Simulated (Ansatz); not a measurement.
Relaxed-ion elastic tensor of YN (rock salt, Fm-3m) in GPa (Voigt order), the program Ansatz at the LDA level (PAW); density 6.11 g/cm³, 14.00 Å³ per atom.

```
 359  91.4  96.7  -7.4   0.0   0.0
91.4   359  96.7   7.4   0.0   0.0
96.7  96.7   354   0.0   0.0   0.0
-7.4   7.4   0.0   139   0.0   0.0
 0.0   0.0   0.0   0.0   139  -7.4
 0.0   0.0   0.0   0.0  -7.4   134
```

Problem. Is the crystal mechanically stable?

Solution. Yes: the smallest eigenvalue of C is 129 GPa.

Problem. Work out the Voigt, Reuss and Hill averages.

Solution. K_V = 182, K_R = 182, K_H = 182; G_V = 135, G_R = 134, G_H = 135 GPa.

Problem. Give Young's modulus, Poisson's ratio, Pugh's ratio and the universal anisotropy index.

Solution. E = 9KG/(3K + G) = 324 GPa; ν = 0.20; K/G = 1.35 (brittle by the Pugh limit of 1.75); A_U = 5G_V/G_R + K_V/K_R − 6 = 0.02.

Problem. Estimate the sound speeds and the Debye temperature.

Solution. v_l = √((K + 4G/3)/ρ) = 7700 m/s, v_t = √(G/ρ) = 4700 m/s, mean 5190 m/s; Θ = (h/k)(3n/4πV)^(1/3) v_m = 641 K.

The cell was relaxed with LDA under the symmetry of its start; of distortions, only those at the zone centre were tested. The run is not spin-polarised. As this level gives no gap, shear constants depend on the k-mesh and smearing (Fermi–Dirac, 0.1 eV here).

Potentials: the later of the program's two PAW sets.
